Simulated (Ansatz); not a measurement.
Values for one crystal, relaxed and computed with r²SCAN in the plane-wave PAW code Ansatz; other levels are named.

| Property | Value |
|---|---|
| Volume per atom | 12.78 Å³ |
| Band gap | 1.59 eV (indirect) |
| Valence-band maximum | on the Σ0–Γ line, 51 % of the way from Σ0 (k = 0.141, 0.141, 0.000) |
| Formation energy from the elements (no fitted shifts) | -1263 meV/atom |
| Conduction-band minimum | at Y (k = 0.500, 0.500, 0.000) |
| Smallest direct gap on the standard path | 1.84 eV |

Question: Which compound is it?
A. Ta3N5, Cmcm (Pearson symbol oS32)
B. CdS, wurtzite
C. ZrO2, P4_2/nmc (Zr on 2a, O on 4d)
D. ZrO2, fluorite

Answer: A, Ta3N5, Cmcm (Pearson symbol oS32)

The first step of the workflow began from a Materials Project structure, measured or hypothetical; the Crystallography Open Database files this formula in space group No. 63, but the cells were not matched. Its standing as an ambient phase is unchecked. The r²SCAN relaxation kept the symmetry of its start; whether a distortion lowers the energy is not shown. The run is not spin-polarised. The references are the lowest solids computed at this level, not always the standard phases (solids in place of the gases). Scalar-relativistic: spin–orbit coupling is off unless named, which matters more the heavier the elements.

Potentials: the later of the program's two PAW sets.
